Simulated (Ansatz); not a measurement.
ZrC (rock salt)

```
ZrC
1.0
    0.00000     4.70874     4.70874
    2.35437     0.00000     2.35437
    2.35437     2.35437     0.00000
C Zr
2 2
Direct
  0.00000   0.00000   0.00000
  0.50000   0.00000   0.00000
  0.25000   0.50000   0.50000
  0.75000   0.50000   0.50000
```

A phonon eigenvector at L = (0.5, 0.0, 0.0) is frozen into this cell: atom i moves by Q times the vector below, so Q is the largest atomic displacement, in Å. The cell is held. It is one choice among 2 degenerate patterns. (q is in reciprocal vectors of the primitive cell; the cell shown is doubled to hold the pattern.)

```json
[
 {"atom": "Zr3", "x": "0.285", "y": "-0.520", "z": "0.805"},
 {"atom": "Zr4", "x": "-0.285", "y": "0.520", "z": "-0.805"}
]
```

Atoms not listed stay in place.

Computed with PBE (plane waves to 420 eV, PAW, scalar-relativistic; Ansatz, an electronic-structure program). k mesh 17×17×17 (Γ-centred), Fermi-Dirac smearing 0.05 eV. E stands for the smeared free energy. Compression counts positive. With partly filled bands, energies and forces of such displacements shift with the k mesh and the smearing. ZrC is run without spin polarisation. ZrC was relaxed with its symmetry unable to fall. The zero of ΔE is the undisplaced structure.

```json
[
 {"Q (Å)": "-0.280", "ΔE (eV/cell)": "0.844", "P (GPa)": "9.3", "−dE/dQ from forces (eV/Å)": "6.036"},
 {"Q (Å)": "-0.233", "ΔE (eV/cell)": "0.586", "P (GPa)": "6.5", "−dE/dQ from forces (eV/Å)": "5.017"},
 {"Q (Å)": "-0.187", "ΔE (eV/cell)": "0.376", "P (GPa)": "4.2", "−dE/dQ from forces (eV/Å)": "4.013"},
 {"Q (Å)": "-0.140", "ΔE (eV/cell)": "0.212", "P (GPa)": "2.4", "−dE/dQ from forces (eV/Å)": "3.015"},
 {"Q (Å)": "-0.093", "ΔE (eV/cell)": "0.094", "P (GPa)": "1.1", "−dE/dQ from forces (eV/Å)": "2.015"},
 {"Q (Å)": "-0.047", "ΔE (eV/cell)": "0.024", "P (GPa)": "0.3", "−dE/dQ from forces (eV/Å)": "1.010"},
 {"Q (Å)": "0.000", "ΔE (eV/cell)": "0.000", "P (GPa)": "0.0", "−dE/dQ from forces (eV/Å)": "0.000"},
 {"Q (Å)": "0.047", "ΔE (eV/cell)": "0.024", "P (GPa)": "0.3", "−dE/dQ from forces (eV/Å)": "-1.010"},
 {"Q (Å)": "0.093", "ΔE (eV/cell)": "0.094", "P (GPa)": "1.1", "−dE/dQ from forces (eV/Å)": "-2.015"},
 {"Q (Å)": "0.140", "ΔE (eV/cell)": "0.212", "P (GPa)": "2.4", "−dE/dQ from forces (eV/Å)": "-3.015"},
 {"Q (Å)": "0.187", "ΔE (eV/cell)": "0.376", "P (GPa)": "4.2", "−dE/dQ from forces (eV/Å)": "-4.013"},
 {"Q (Å)": "0.233", "ΔE (eV/cell)": "0.586", "P (GPa)": "6.5", "−dE/dQ from forces (eV/Å)": "-5.017"},
 {"Q (Å)": "0.280", "ΔE (eV/cell)": "0.844", "P (GPa)": "9.3", "−dE/dQ from forces (eV/Å)": "-6.036"}
]
```

Key numbers:

The energy at Q = 0.280 Å is 844 meV/cell. Space group of the distorted cell: P-1 (No. 2), lowered from Fm-3m. Symmetry of the curve: even: the same for both signs. Shape of the curve: a single well with its minimum at or next to zero displacement. Harmonic wavenumber from the curvature (finite differences): 180 cm⁻¹. Wavenumber by perturbation theory (DFPT, on another k mesh): 180 cm⁻¹.

(A displaced cell: forces are minus the slopes of the energy, force constants its curvatures, and phonons follow from these.)
